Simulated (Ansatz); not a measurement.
Ti$_{5}$Ge$_{4}$:
```
Ti5Ge4
1.0
    6.65332     0.00000     0.00000
    0.00000    12.78792     0.00000
    0.00000     0.00000     6.75714
Ti Ge
20 16
Direct
  0.82532   0.75000   0.49684
  0.17468   0.25000   0.50316
  0.67468   0.25000   0.99684
  0.32532   0.75000   0.00316
  0.64808   0.62557   0.16607
  0.35192   0.37443   0.83393
  0.85192   0.37443   0.66607
  0.14808   0.62557   0.33393
  0.14808   0.87443   0.33393
  0.85192   0.12557   0.66607
  0.35192   0.12557   0.83393
  0.64808   0.87443   0.16607
  0.48553   0.59393   0.67842
  0.51447   0.40607   0.32158
  0.01447   0.40607   0.17842
  0.98553   0.59393   0.82158
  0.98553   0.90607   0.82158
  0.01447   0.09393   0.17842
  0.51447   0.09393   0.32158
  0.48553   0.90607   0.67842
  0.68167   0.75000   0.84884
  0.31833   0.25000   0.15116
  0.81833   0.25000   0.34884
  0.18167   0.75000   0.65116
  0.45220   0.75000   0.38874
  0.54780   0.25000   0.61126
  0.04780   0.25000   0.88874
  0.95220   0.75000   0.11126
  0.69387   0.46034   0.96293
  0.30613   0.53966   0.03707
  0.80613   0.53966   0.46293
  0.19387   0.46034   0.53707
  0.19387   0.03966   0.53707
  0.80613   0.96034   0.46293
  0.30613   0.96034   0.03707
  0.69387   0.03966   0.96293
```

Relaxed with r²SCAN. Special points in fractions of this cell's reciprocal vectors: Γ (0.000, 0.000, 0.000); X (0.500, 0.000, 0.000); S (0.500, 0.500, 0.000); Y (0.000, 0.500, 0.000); Z (0.000, 0.000, 0.500); U (0.500, 0.000, 0.500); R (0.500, 0.500, 0.500); T (0.000, 0.500, 0.500).

Question: List the band energies nearest the Fermi level at these points for DFT-r²SCAN in the program Ansatz with PAW potentials.

Answer: In eV from the Fermi level; about four levels below and three above (degenerate sets whole), none deeper than 8.9 eV; points with the same levels are listed once.

```json
[
 {"k": "Γ", "below": "-0.38 -0.35 -0.19 -0.19", "above": "0.01 0.06 0.14"},
 {"k": "X", "below": "-0.30 -0.30 -0.03 -0.03", "above": "0.01 0.01 0.07 0.07"},
 {"k": "S", "below": "-0.34 -0.34 -0.34 -0.34", "above": "0.12 0.12 0.12 0.12"},
 {"k": "Y", "below": "-0.42 -0.42 -0.20 -0.20", "above": "0.03 0.03 0.14 0.14"},
 {"k": "Z", "below": "-0.10 -0.10 -0.09 -0.09", "above": "0.11 0.11 0.53 0.53"},
 {"k": "U", "below": "-0.31 -0.31 -0.05 -0.05", "above": "0.17 0.17 0.76 0.76"},
 {"k": "R", "below": "-0.55 -0.55 -0.55 -0.55", "above": "0.14 0.14 0.14 0.14"},
 {"k": "T", "below": "-0.21 -0.21 -0.02 -0.02", "above": "0.03 0.03 0.76 0.76"}
]
```

Space group Pnma. The workflow started from a Materials Project entry (that database holds measured and hypothetical structures alike); the Crystallography Open Database copy checked does not list it. Whether it is the stable phase at ambient conditions was not checked. The r²SCAN relaxation kept the symmetry of its start; whether a distortion lowers the energy is not shown. No spin polarisation was allowed. Spin–orbit coupling is left out wherever it is not named.

Potentials: the later of the program's two PAW sets.
